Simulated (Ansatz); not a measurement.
Re (hcp (Mg type), space group No. 194), a = b = 2.758 Å, c = 4.461 Å, α = β = 90.00°, γ = 120.00°.

Relaxed with r²SCAN.

Q: Decompose the optical modes at the zone centre into irreducible representations, and say which are infrared and Raman allowed.

A: Point group 6/mmm: Γ_opt = B1g + E2g. Infrared: none. Raman: E2g.

Q: Assign frequencies (DFPT, the program Ansatz at the r²SCAN level (PAW)).

A: B1g 70, E2g 117 cm⁻¹.

Subscripts of B labels follow the axes of the standard setting.

Space group P6_3/mmc (hcp (Mg type)). The r²SCAN relaxation kept the symmetry of its start; of distortions, only those at the zone centre were tested. No spin polarisation was allowed. As this level gives no gap, phonon frequencies hold no LO–TO term and depend on the k-mesh and smearing (Fermi–Dirac, 0.1 eV here). Axis ratios of metals converge slowly with the k-mesh, so a and c are less sure than the volume. Spin–orbit coupling is left out wherever it is not named.

Potentials: the earlier of the program's two PAW sets.
